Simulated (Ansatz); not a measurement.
Input and command of a plane-wave DFT calculation in Ansatz:

```yaml
crystal:
  lattice:
    - [4.1973079971, 0.0, 0.0]
    - [0.0, 4.1973079971, 0.0]
    - [0.0, 0.0, 4.1973079971]
  atoms:
    - { symbol: Sr, position: [0.0, 0.0, 0.0] }
    - { symbol: Re, position: [0.0, 0.5, 0.5] }
    - { symbol: Re, position: [0.5, 0.0, 0.5] }
    - { symbol: Re, position: [0.5, 0.5, 0.0] }
basis:
  ecutwfc: 420
kpoints:
  mp_grid: { grid: [4, 4, 4] }
hamiltonian:
  xc: pbe
scf:
  occupations: { method: gaussian, width: 0.1 }
  lower_state_search: "off"
output:
  forces: true
  stress: true
  eigenvalues: true
```

```bash
ansatz run input.yaml --threads 1 --pin off --max-ram 2560MiB --backend cpu --events-out ev --progress --plain --runs-dir out
```

Processor: Intel(R) Xeon(R) 6975P-C (Granite Rapids), 1 thread, on a host shared with other jobs.

**Question.** How long does it run, and how much memory does it take?

**Answer.** About 1.4 s on 1 thread of Intel(R) Xeon(R) 6975P-C (Granite Rapids) (shared host), peak memory 0.34 GiB. It solves 33 bands at 10 k points (the mesh reduced by the symmetry that the task leaves, which can be less than the crystal's) with about 1419 plane waves, in 6 SCF iterations.
